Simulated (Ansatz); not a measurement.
W (diamond, space group No. 227) at seven volumes, DFT-PBEsol in the program Ansatz with PAW potentials, scaled uniformly. One row is withheld.

```
V (Å³/atom)  P (GPa)
-----------  -------
21.697         14.60
22.413          8.97
23.128          4.16
23.843          0.00
24.558             ?
25.274         -6.78
25.989         -9.52
```

Fit the shown pressures and predict the withheld one.

P = (3/2)B₀(x^(7/2) − x^(5/2))[1 + (3/4)(B′ − 4)(x − 1)] with x = (V₀/V)^(2/3). Least squares on the six rows gives V₀ = 23.840 Å³/atom, B₀ = 130 GPa, B′ = 3.77. At V = 24.558, x = 0.9804 and P = -3.65 GPa. The run itself gave -3.62 GPa.

Space group Fd-3m (diamond). The start of the workflow was typed in or built on a structure type; neither database checked (COD, Materials Project) lists it. It is not the phase usual at ambient conditions (space group No. 229). Symmetry was held in the PBEsol relaxation. At this level the phase is mechanically unstable. No spin polarisation was allowed. Spin–orbit coupling is left out wherever it is not named.

Potentials: the later of the program's two PAW sets.
